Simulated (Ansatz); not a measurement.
## Piezoelectric tensor of Be$_{3}$ZnSe$_{4}$

Method: Ansatz 0.2.0, DFT PBE, scalar-relativistic, plane waves, PAW. Settings: 420 eV plane-wave cutoff, Γ-centred 4×4×4 mesh, fixed occupations. No spin polarisation.

Relaxed structure:
```
Be Zn Se
1.0
     5.32022    0.00000    0.00000
     0.00000    5.32022    0.00000
     0.00000    0.00000    5.32022
Be Zn Se
3 1 4
Cartesian
  2.6601 0.0000 0.0000
  0.0000 0.0000 2.6601
  0.0000 2.6601 0.0000
  2.6601 2.6601 2.6601
  4.0583 1.2619 4.0583
  4.0583 4.0583 1.2619
  1.2619 1.2619 1.2619
  1.2619 4.0583 4.0583
```

The structure comes from a generated guess, relaxed at this level; another structure or a mixture of phases may lie lower.

Question: Give the relaxed-ion proper piezoelectric stress tensor e_iJ (C/m², Voigt columns xx yy zz yz xz xy).

Answer:
```
x   0.000 0.000 0.000 0.193 0.000 0.000
y   0.000 0.000 0.000 0.000 0.193 0.000
z   0.000 0.000 0.000 0.000 0.000 0.193
```
Signs follow the orientation of the cell as given.

Question: With the elastic constants (GPa, Voigt order)
```
112.3  49.1  49.1   0.0   0.0   0.0
 49.1 112.3  49.1   0.0   0.0   0.0
 49.1  49.1 112.3   0.0   0.0   0.0
  0.0   0.0   0.0  54.9   0.0   0.0
  0.0   0.0   0.0   0.0  54.9   0.0
  0.0   0.0   0.0   0.0   0.0  54.9
```
find the strain coefficients d = e·C⁻¹ (pC/N).

Answer:
```
x   0.00 0.00 0.00 3.52 0.00 0.00
y   0.00 0.00 0.00 0.00 3.52 0.00
z   0.00 0.00 0.00 0.00 0.00 3.52
```
